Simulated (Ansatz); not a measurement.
AgCl (rock salt)

```
AgCl
1.0
    0.00000     2.72373     2.72373
    2.72373     0.00000     2.72373
    2.72373     2.72373     0.00000
Cl Ag
1 1
Direct
  0.00000   0.00000   0.00000
  0.50000   0.50000   0.50000
```

The slice is a {100} plane (indices of the conventional cell) through the point (0.000, 0.000, 0.000) (fractional), spanned by u = [100] and v = [0 1 -1] in vectors of this cell: u (3.85 Å) and v (3.85 Å, at 90° to u). It covers one period; positions are fractions (u, v).

All values below come from PBEsol (plane waves to 420 eV, PAW, scalar-relativistic; Ansatz, an electronic-structure program). k mesh 10×10×10. Inside the PAW spheres the values are not all-electron values, and peaks at nuclei hang on which shells count as valence. AgCl was relaxed with its symmetry unable to fall.

Three fields on this plane, each scaled to ten steps between its own extremes (0 low, 9 high; the total valence density on a logarithmic scale, the potential cut 8 eV below its top; x marks points blanked near nuclei; v = 0 in the bottom row):

Map A
```
|xxxxxxxxx864310000013468xxxxxxxx|
|xxxxxxxxx864321000123468xxxxxxxx|
|xxxxxxxx97643211111234679xxxxxxx|
|xxxxxxxx87543322222334578xxxxxxx|
|xxxxxxx9865444444444445689xxxxxx|
|xxxxxx987655555666555556789xxxxx|
|xxxxx98766666778887766666789xxxx|
|xxx98876667789xxxxx98776667889xx|
|888776666789xxxxxxxxx98766667788|
|66665556789xxxxxxxxxxx9876555666|
|4444445679xxxxxxxxxxxxx976544444|
|333334568xxxxxxxxxxxxxxx86543333|
|112234579xxxxxxxxxxxxxxx97543221|
|00112457xxxxxxxxxxxxxxxxx7542110|
|00012468xxxxxxxxxxxxxxxxx8642100|
|00012468xxxxxxxxxxxxxxxxx8642100|
|00012468xxxxxxxxxxxxxxxxx8642100|
|00112457xxxxxxxxxxxxxxxxx7542110|
|112234579xxxxxxxxxxxxxxx97543221|
|333334568xxxxxxxxxxxxxxx86543333|
|4444445679xxxxxxxxxxxxx976544444|
|66665556789xxxxxxxxxxx9876555666|
|888776666789xxxxxxxxx98766667788|
|xxx98876667789xxxxx98776667889xx|
|xxxxx98766666778887766666789xxxx|
|xxxxxx987655555666555556789xxxxx|
|xxxxxxx9865444444444445689xxxxxx|
|xxxxxxxx87543322222334578xxxxxxx|
|xxxxxxxx97643211111234679xxxxxxx|
|xxxxxxxxx864321000123468xxxxxxxx|
|xxxxxxxxx864310000013468xxxxxxxx|
|xxxxxxxxx864310000013468xxxxxxxx|
```

Map B
```
|xxxxxxxxx478999999999874xxxxxxxx|
|xxxxxxxxx578999999999875xxxxxxxx|
|xxxxxxxx25788999999988752xxxxxxx|
|xxxxxxxx36788888888888763xxxxxxx|
|xxxxxxx2567777666667777652xxxxxx|
|xxxxxx145666654444456666541xxxxx|
|xxxxx24566543210001234566542xxxx|
|xxx23556654200xxxxx00245665532xx|
|445566665310xxxxxxxxx01356666554|
|77777765410xxxxxxxxxxx0145677777|
|8888876420xxxxxxxxxxxxx024678888|
|999887530xxxxxxxxxxxxxxx03578899|
|999987520xxxxxxxxxxxxxxx02578999|
|99998641xxxxxxxxxxxxxxxxx1468999|
|99998640xxxxxxxxxxxxxxxxx0468999|
|99998640xxxxxxxxxxxxxxxxx0468999|
|99998640xxxxxxxxxxxxxxxxx0468999|
|99998641xxxxxxxxxxxxxxxxx1468999|
|999987520xxxxxxxxxxxxxxx02578999|
|999887530xxxxxxxxxxxxxxx03578899|
|8888876420xxxxxxxxxxxxx024678888|
|77777765410xxxxxxxxxxx0145677777|
|445566665310xxxxxxxxx01356666554|
|xxx23556654200xxxxx00245665532xx|
|xxxxx24566543210001234566542xxxx|
|xxxxxx145666654444456666541xxxxx|
|xxxxxxx2567777666667777652xxxxxx|
|xxxxxxxx36788888888888763xxxxxxx|
|xxxxxxxx25788999999988752xxxxxxx|
|xxxxxxxxx578999999999875xxxxxxxx|
|xxxxxxxxx478999999999874xxxxxxxx|
|xxxxxxxxx478999999999874xxxxxxxx|
```

Map C
```
|xxxxxxxxx974210000012479xxxxxxxx|
|xxxxxxxxx964100000001469xxxxxxxx|
|xxxxxxxx98521000000012589xxxxxxx|
|xxxxxxxx86311000000011368xxxxxxx|
|xxxxxxx9742100000000012479xxxxxx|
|xxxxxx974210011111110012479xxxxx|
|xxxxx97521001122222110012579xxxx|
|xxx99742101122xxxxx22110124799xx|
|999864210112xxxxxxxxx21101246899|
|77653210112xxxxxxxxxxx2110123567|
|5442110012xxxxxxxxxxxxx210011244|
|221110012xxxxxxxxxxxxxxx21001112|
|110000112xxxxxxxxxxxxxxx21100001|
|00000012xxxxxxxxxxxxxxxxx2100000|
|00000012xxxxxxxxxxxxxxxxx2100000|
|00000012xxxxxxxxxxxxxxxxx2100000|
|00000012xxxxxxxxxxxxxxxxx2100000|
|00000012xxxxxxxxxxxxxxxxx2100000|
|110000112xxxxxxxxxxxxxxx21100001|
|221110012xxxxxxxxxxxxxxx21001112|
|5442110012xxxxxxxxxxxxx210011244|
|77653210112xxxxxxxxxxx2110123567|
|999864210112xxxxxxxxx21101246899|
|xxx99742101122xxxxx22110124799xx|
|xxxxx97521001122222110012579xxxx|
|xxxxxx974210011111110012479xxxxx|
|xxxxxxx9742100000000012479xxxxxx|
|xxxxxxxx86311000000011368xxxxxxx|
|xxxxxxxx98521000000012589xxxxxxx|
|xxxxxxxxx964100000001469xxxxxxxx|
|xxxxxxxxx974210000012479xxxxxxxx|
|xxxxxxxxx975210000012579xxxxxxxx|
```

Q: Assign the maps to these fields: electron localisation function (ELF); valence electron density; electrostatic potential energy of an electron, from the cell's mean.

A: A is the valence electron density; B is the electrostatic potential energy of an electron, from the cell's mean; C is the electron localisation function (ELF).
